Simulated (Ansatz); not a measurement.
YN:
```
CELL_PARAMETERS angstrom
      0.00000     2.44787     2.44787
      2.44787     0.00000     2.44787
      2.44787     2.44787     0.00000
ATOMIC_POSITIONS crystal
  Y  0.00000 0.00000 0.00000
  N  0.50000 0.50000 0.50000
```

Relaxed with r²SCAN.

Q: Map the electron localisation function on the plane through (0.000, 0.000, 0.000) spanned by u = [1, 0, 0] and v = [0, 1, -1] in lattice vectors, from DFT-r²SCAN in the program Ansatz with PAW potentials.

A: x is the fraction of u, y of v (the angle between them is 90°; rows are the nearest grid lines); atoms in the plane: Y at (0.00, 0.00), N at (0.50, 0.50).
```
y \ x   0.000  0.118  0.176  0.294  0.353  0.471  0.529  0.647  0.706  0.824  0.882   1.00
------  -----  -----  -----  -----  -----  -----  -----  -----  -----  -----  -----  -----
1.00    0.310  0.791  0.865  0.425  0.087  0.069  0.069  0.087  0.425  0.865  0.791  0.310
0.941   0.514  0.824  0.865  0.357  0.082  0.114  0.114  0.082  0.357  0.865  0.824  0.514
0.824   0.865  0.843  0.714  0.127  0.189  0.602  0.602  0.189  0.127  0.714  0.843  0.865
0.765   0.797  0.636  0.339  0.197  0.475  0.769  0.769  0.475  0.197  0.339  0.636  0.797
0.706   0.426  0.208  0.127  0.485  0.733  0.827  0.827  0.733  0.485  0.127  0.208  0.426
0.588   0.051  0.170  0.440  0.811  0.807  0.463  0.463  0.807  0.811  0.440  0.170  0.051
0.529   0.069  0.316  0.602  0.827  0.771  0.097  0.097  0.771  0.827  0.602  0.316  0.069
0.471   0.069  0.316  0.602  0.827  0.771  0.097  0.097  0.771  0.827  0.602  0.316  0.069
0.412   0.051  0.170  0.440  0.811  0.807  0.463  0.463  0.807  0.811  0.440  0.170  0.051
0.294   0.426  0.208  0.127  0.485  0.733  0.827  0.827  0.733  0.485  0.127  0.208  0.426
0.235   0.797  0.636  0.339  0.197  0.475  0.769  0.769  0.475  0.197  0.339  0.636  0.797
0.176   0.865  0.843  0.714  0.127  0.189  0.602  0.602  0.189  0.127  0.714  0.843  0.865
0.0588  0.514  0.824  0.865  0.357  0.082  0.114  0.114  0.082  0.357  0.865  0.824  0.514
0.000   0.310  0.791  0.865  0.425  0.087  0.069  0.069  0.087  0.425  0.865  0.791  0.310
```

The density is the valence pseudo-density with augmentation charge, so density and ELF within about 1 Å of a nucleus are not all-electron values.

Space group Fm-3m (rock salt). The r²SCAN relaxation kept the symmetry of its start. No spin polarisation was allowed.

Potentials: the earlier of the program's two PAW sets.
